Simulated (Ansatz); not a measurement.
TlBiTe$_{2}$:
```
CELL_PARAMETERS angstrom
      2.25008     1.29908     7.69550
     -2.25008     1.29908     7.69550
      0.00000    -2.59817     7.69550
ATOMIC_POSITIONS crystal
  Tl 0.50000 0.50000 0.50000
  Bi 0.00000 0.00000 0.00000
  Te 0.74301 0.74301 0.74301
  Te 0.25699 0.25699 0.25699
```

Relaxed with PBEsol. Special points in fractions of this cell's reciprocal vectors: Γ (0.000, 0.000, 0.000); T (0.500, 0.500, 0.500); H2 (0.814, 0.186, 0.500); H0 (0.500, -0.186, 0.186); L (0.500, 0.000, 0.000); S0 (0.343, -0.343, 0.000); S2 (0.657, 0.000, 0.343); F (0.500, 0.000, 0.500).

Question: List the band energies nearest the Fermi level at these points for plane-wave PAW PBEsol with spin–orbit coupling (Ansatz code).

Answer: In eV from the Fermi level; about four levels below and three above (degenerate sets whole), none deeper than 8.9 eV; points with the same levels are listed once.

```csv
k,below,above
Γ,-0.80 -0.80 -0.36 -0.36,0.11 0.11 0.99 0.99
T,-0.92 -0.92 -0.49 -0.49,0.42 0.42 1.80 1.80
H2,-1.41 -1.41 -1.25 -1.25,1.57 1.57 1.95 1.95
L,-2.09 -2.09 -1.60 -1.60,1.87 1.87 3.02 3.02
S0,-1.68 -1.68 -0.68 -0.68,1.00 1.00 2.21 2.21
F,-0.15 -0.15 -0.13 -0.13,1.07 1.07 1.65 1.65
```

Space group R-3m. The first step of the workflow began from a Materials Project structure, measured or hypothetical; the Crystallography Open Database files this formula in space group No. 166, but the cells were not matched. Whether it is the stable phase at ambient conditions was not checked. The PBEsol relaxation kept the symmetry of its start; its stability against distortions is not shown here.

Potentials: the later of the program's two PAW sets.
